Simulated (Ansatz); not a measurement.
**What DFT gives for SrTiO$_{3}$**

```
Sr Ti O
1.0
     3.86089    0.00000    0.00000
     0.00000    7.72179    0.00000
     0.00000    0.00000    3.86089
Sr Ti O
2 2 6
Cartesian
  0.0000 0.0000 0.0000
  0.0000 3.8609 0.0000
  1.9304 1.9304 1.9304
  1.9304 5.7913 1.9304
  0.0000 1.9304 1.9304
  0.0000 5.7913 1.9304
  1.9304 0.0000 1.9304
  1.9304 3.8609 1.9304
  1.9304 1.9304 0.0000
  1.9304 5.7913 0.0000
```

The numbers come from plane-wave PAW DFT (Ansatz): r2SCAN, no spin polarisation, 500 eV, 7×4×7 Γ-centred k points, fermi-dirac occupations (width 0.0139 eV). Nothing was relaxed.

**Question.** Which orbitals make up the band edges?

**Answer.** Within 0.7 eV of the edges, the states project mainly on O p (97 %) below the gap and on Ti d (91 %) above it.

**Question.** What does the stress say?

**Answer.** The pressure is 7.3 GPa (compression positive), so with the atoms held at these fractions the cell would first expand.

**Question.** Which element gives electrons and which takes them?

**Answer.** Bader charges in e: Sr +1.62, Ti +2.34, O -1.32. In the mean Ti gives up most and O takes most.

**Question.** Is there a gap, and of what kind?

**Answer.** The gap is 2.34 eV, indirect (the least direct gap found is 2.60 eV). A semilocal functional usually gives too small a gap.

Origin: a database entry at a rescaled volume.
